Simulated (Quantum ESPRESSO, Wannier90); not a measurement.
# TlBr (Cmcm): Wannier90 run

Cell from Materials Project (mp-568949), symmetrised, no further relaxation. Not found in the COD (Crystallography Open Database) copy used, which has the formula in other groups; not checked further. Method: PBEsol plane waves in Quantum ESPRESSO 7.5 (PseudoDojo norm-conserving files, 50 Ry, no spin polarisation, no spin-orbit coupling), Bloch states on a 8×6×8 mesh through Γ, Wannier90 4.0.1. Density: 8×6×8 mesh, cold smearing 0.01 Ry. Spin-orbit coupling is left out although heavy elements are present.

On the energy scale of pw.x, whose zero is arbitrary, the valence-band maximum lies at 4.31 eV.

Input w.win:

```
num_bands = 26
num_wann = 16
exclude_bands = 3-12
num_iter = 800
conv_tol = 1.0e-6
conv_window = 4
dis_num_iter = 1000
dis_conv_tol = 1.0e-6
dis_froz_max = 7.81
num_cg_steps = 20
write_hr = true
write_u_matrices = true
begin projections
f=-0.37765,0.24658,0.22494: s;p
f=0.40015,-0.24880,-0.22217: s;p
f=0.14511,-0.25155,0.27006: s;p
f=-0.14193,0.24134,-0.27262: s;p
end projections
begin unit_cell_cart
ang
    4.4195100000    0.0000000000    0.0000000000
    0.0000000000    0.0000000000   -4.9717600000
   -2.2097550000    6.2222700000    0.0000000000
end unit_cell_cart
begin atoms_frac
Tl  -0.3889300000  0.2500000000  0.2221400000
Tl   0.3889300000 -0.2500000000 -0.2221400000
Br   0.1367400000 -0.2500000000  0.2734800000
Br  -0.1367400000  0.2500000000 -0.2734800000
end atoms_frac
mp_grid = 8 6 8
begin kpoints
0.0000000000 0.0000000000 0.0000000000
0.0000000000 0.0000000000 0.1250000000
0.0000000000 0.0000000000 0.2500000000
... (381 more lines: the 8x6x8 mesh through Gamma)
end kpoints
```

Input of pw2wannier90.x that gives the overlap and projection files (equivalent; here they were cut from one run over all bands):

```
&inputpp
  outdir = './out'
  prefix = 'pwscf'
  seedname = 'w'
  write_amn = .true.
  write_mmn = .true.
/
```

Output w.wout (banner and timings cut):

```
                                    ------
                                    SYSTEM
                                    ------

                              Lattice Vectors (Ang)
                    a_1     4.419510   0.000000   0.000000
                    a_2     0.000000   0.000000  -4.971760
                    a_3    -2.209755   6.222270   0.000000

                   Unit Cell Volume:     136.72034  (Ang^3)

                        Reciprocal-Space Vectors (Ang^-1)
                    b_1     1.421693   0.504895   0.000000
                    b_2     0.000000   0.000000  -1.263775
                    b_3    -0.000000   1.009790   0.000000

 *----------------------------------------------------------------------------*
 |   Site       Fractional Coordinate          Cartesian Coordinate (Ang)     |
 +----------------------------------------------------------------------------+
 | tl   1  -0.38893   0.25000   0.22214   |   -2.20975   1.38222  -1.24294    |
 | tl   2   0.38893  -0.25000  -0.22214   |    2.20975  -1.38222   1.24294    |
 | br   1   0.13674  -0.25000   0.27348   |    0.00000   1.70167   1.24294    |
 | br   2  -0.13674   0.25000  -0.27348   |    0.00000  -1.70167  -1.24294    |
 *----------------------------------------------------------------------------*
                                ------------
                                K-POINT GRID
                                ------------

             Grid size =  8 x  6 x  8      Total points =  384

 *---------------------------------- MAIN ------------------------------------*
 |  Number of Wannier Functions               :                16             |
 |  Number of Objective Wannier Functions     :                16             |
 |  Number of input Bloch states              :                26             |
 |  Output verbosity (1=low, 5=high)          :                 1             |
 |  Timing Level (1=low, 5=high)              :                 1             |
 |  Optimisation (0=memory, 3=speed)          :                 3             |
 |  Length Unit                               :               Ang             |
 |  Post-processing setup (write *.nnkp)      :                 F             |
 |  Using Gamma-only branch of algorithms     :                 F             |
 *----------------------------------------------------------------------------*
 *------------------------------- WANNIERISE ---------------------------------*
 |  Total number of iterations                :               800             |
 |  Number of CG steps before reset           :                20             |
 |  Trial step length for line search         :             2.000             |
 |  Convergence tolerence                     :         0.100E-05             |
 |  Convergence window                        :                 4             |
 |  Iterations between writing output         :                 1             |
 |  Iterations between backing up to disk     :               100             |
 |  Write r^2_nm to file                      :                 F             |
 |  Write xyz WF centres to file              :                 F             |
 |  Write on-site energies <0n|H|0n> to file  :                 F             |
 |  Use guiding centre to control phases      :                 F             |
 |  Use phases for initial projections        :                 F             |
 *----------------------------------------------------------------------------*
 *------------------------------- DISENTANGLE --------------------------------*
 |  Using band disentanglement                :                 T             |
 |  Total number of iterations                :              1000             |
 |  Mixing ratio                              :             0.500             |
 |  Convergence tolerence                     :         1.000E-06             |
 |  Convergence window                        :                 3             |
 *----------------------------------------------------------------------------*
 *-------------------------------- PLOTTING ----------------------------------*
 |  Plotting Hamiltonian in WF basis          :                 T             |
 *----------------------------------------------------------------------------*

       ... (k-mesh section left out)

 Starting a new Wannier90 calculation ...

 Reading overlaps from w.mmn

 Reading projections from w.amn

 *------------------------------- DISENTANGLE --------------------------------*
 +----------------------------------------------------------------------------+
 |                              Energy  Windows                               |
 |                              ---------------                               |
 |                   Outer:   -9.38483  to   18.64826  (eV)                   |
 |                   Inner:   -9.38483  to    7.81000  (eV)                   |
 +----------------------------------------------------------------------------+
   Number of target bands to extract:   16

                   Unitarised projection of Wannier functions
                   ------------------------------------------
   A_mn = <psi_m|g_n> --> S = A.A^+ --> U = S^-1/2.A
   In dis_project... done
   Using an inner window (linner = T)
   In dis_proj_froz... done

                   Extraction of optimally-connected subspace
                   ------------------------------------------
 +---------------------------------------------------------------------+<-- DIS
 |  Iter     Omega_I(i-1)      Omega_I(i)      Delta (frac.)           |<-- DIS
 +---------------------------------------------------------------------+<-- DIS
       1      33.37905851      29.70891029       1.235E-01    <-- DIS
       2      30.52472722      28.65657922       6.519E-02    <-- DIS
       3      29.33489814      27.92706198       5.041E-02    <-- DIS
       4      28.43159647      27.38827526       3.809E-02    <-- DIS
       5      27.75262990      26.97928901       2.866E-02    <-- DIS
       6      27.24000823      26.66266691       2.165E-02    <-- DIS
       ... (lines left out)
     101      25.15514755      25.15529154      -5.724E-06    <-- DIS
       ... (lines left out)
     156      25.15490110      25.15492588      -9.851E-07    <-- DIS
     157      25.15490081      25.15492486      -9.562E-07    <-- DIS
     158      25.15490054      25.15492388      -9.282E-07    <-- DIS

             <<<      Delta < 1.000E-06  over  3 iterations     >>>
             <<< Disentanglement convergence criteria satisfied >>>

        Final Omega_I    25.15492388 (Ang^2)

 +----------------------------------------------------------------------------+

 Writing checkpoint file w.chk... done

 *------------------------------- WANNIERISE ---------------------------------*
 +--------------------------------------------------------------------+<-- CONV
 | Iter  Delta Spread     RMS Gradient      Spread (Ang^2)            |<-- CONV
 +--------------------------------------------------------------------+<-- CONV

 ------------------------------------------------------------------------------
 Initial State
  WF centre and spread    1  ( -2.170687,  1.393550, -1.227552 )     1.95810308
  WF centre and spread    2  ( -2.212317,  1.418374, -1.259369 )     3.53844135
  WF centre and spread    3  ( -2.249541,  1.410154, -1.243236 )     3.51591477
  WF centre and spread    4  ( -2.209718,  1.386435, -1.243087 )     3.55389138
  WF centre and spread    5  (  2.255608, -1.377089,  1.236116 )     1.95675062
  WF centre and spread    6  (  2.211482, -1.418280,  1.248061 )     3.53570384
  WF centre and spread    7  (  2.164462, -1.409794,  1.240811 )     3.51589285
  WF centre and spread    8  (  2.209472, -1.401207,  1.242607 )     3.54865528
  WF centre and spread    9  (  0.038639,  1.689538,  1.249571 )     0.99032892
  WF centre and spread   10  (  0.002008,  1.707974,  1.236835 )     1.51677199
  WF centre and spread   11  ( -0.036040,  1.711542,  1.243309 )     1.53069671
  WF centre and spread   12  (  0.000647,  1.663806,  1.243086 )     1.55526334
  WF centre and spread   13  ( -0.021921, -1.703513, -1.205365 )     0.98999555
  WF centre and spread   14  ( -0.000899, -1.708368, -1.277501 )     1.51531991
  WF centre and spread   15  (  0.020135, -1.711929, -1.241139 )     1.53234294
  WF centre and spread   16  ( -0.000640, -1.651301, -1.242339 )     1.55408129
  Sum of centres and spreads (  0.000690, -0.000107,  0.000809 )    36.30815381

      0     0.363E+02     0.0000000000       36.3081538004  <-- CONV
        O_D=      0.0100640 O_OD=     11.1431659 O_TOT=     36.3081538 <-- SPRD
 ------------------------------------------------------------------------------
      1    -0.118E+00     0.2639938551       36.1905739742  <-- CONV
        O_D=      0.0164524 O_OD=     11.0191976 O_TOT=     36.1905740 <-- SPRD
      2    -0.161E+00     0.3914854358       36.0290857909  <-- CONV
        O_D=      0.0172801 O_OD=     10.8568818 O_TOT=     36.0290858 <-- SPRD
      3    -0.107E+00     0.3662100535       35.9220427197  <-- CONV
        O_D=      0.0138787 O_OD=     10.7532401 O_TOT=     35.9220427 <-- SPRD
      4    -0.574E-01     0.2758774004       35.8646730814  <-- CONV
        O_D=      0.0116066 O_OD=     10.6981426 O_TOT=     35.8646731 <-- SPRD
      5    -0.297E-01     0.1976521585       35.8349533214  <-- CONV
        O_D=      0.0096135 O_OD=     10.6704159 O_TOT=     35.8349533 <-- SPRD
       ... (lines left out)
    100    -0.666E-02     0.0763654200       30.5573216305  <-- CONV
        O_D=      0.0050981 O_OD=      5.3972996 O_TOT=     30.5573216 <-- SPRD
       ... (lines left out)
    200    -0.184E-03     0.0132356655       30.4130382622  <-- CONV
        O_D=      0.0047049 O_OD=      5.2534095 O_TOT=     30.4130383 <-- SPRD
       ... (lines left out)
    300    -0.868E-04     0.0091014601       30.3976476875  <-- CONV
        O_D=      0.0048019 O_OD=      5.2379219 O_TOT=     30.3976477 <-- SPRD
       ... (lines left out)
    400    -0.115E-04     0.0033535324       30.3950150284  <-- CONV
        O_D=      0.0048240 O_OD=      5.2352671 O_TOT=     30.3950150 <-- SPRD
       ... (lines left out)
    500    -0.956E-06     0.0010021794       30.3946589124  <-- CONV
        O_D=      0.0048291 O_OD=      5.2349059 O_TOT=     30.3946589 <-- SPRD
    501    -0.829E-06     0.0010114141       30.3946580838  <-- CONV
        O_D=      0.0048291 O_OD=      5.2349051 O_TOT=     30.3946581 <-- SPRD
    502    -0.669E-06     0.0008047121       30.3946574150  <-- CONV
        O_D=      0.0048291 O_OD=      5.2349044 O_TOT=     30.3946574 <-- SPRD
             <<<     Delta < 1.000E-06  over  4 iterations     >>>
             <<< Wannierisation convergence criteria satisfied >>>
 Final State
  WF centre and spread    1  ( -1.598250,  1.610718, -1.008219 )     2.59646334
  WF centre and spread    2  ( -2.300685,  1.652784, -1.882703 )     2.59581843
  WF centre and spread    3  ( -2.705737,  1.644811, -0.829597 )     2.59023075
  WF centre and spread    4  ( -2.231062,  0.697649, -1.256791 )     2.54522009
  WF centre and spread    5  (  2.872877, -1.576769,  1.238526 )     2.60086266
  WF centre and spread    6  (  1.913521, -1.664936,  1.811854 )     2.58964207
  WF centre and spread    7  (  2.151555, -0.699696,  1.243357 )     2.54497881
  WF centre and spread    8  (  1.906775, -1.664245,  0.678037 )     2.59088320
  WF centre and spread    9  (  0.371641,  1.864193,  1.475411 )     1.20830387
  WF centre and spread   10  (  0.024655,  1.835552,  0.800819 )     1.20991672
  WF centre and spread   11  ( -0.395222,  1.864878,  1.433317 )     1.20858157
  WF centre and spread   12  ( -0.001138,  1.202315,  1.260441 )     1.24353583
  WF centre and spread   13  ( -0.294273, -1.857850, -0.917702 )     1.20821506
  WF centre and spread   14  ( -0.142284, -1.843560, -1.660365 )     1.20926633
  WF centre and spread   15  (  0.432497, -1.863498, -1.160389 )     1.20922685
  WF centre and spread   16  (  0.005144, -1.202035, -1.234276 )     1.24351184
  Sum of centres and spreads (  0.010014,  0.000312, -0.008279 )    30.39465743

         Spreads (Ang^2)       Omega I      =    25.154923884
        ================       Omega D      =     0.004829106
                               Omega OD     =     5.234904425
    Final Spread (Ang^2)       Omega Total  =    30.394657415
```
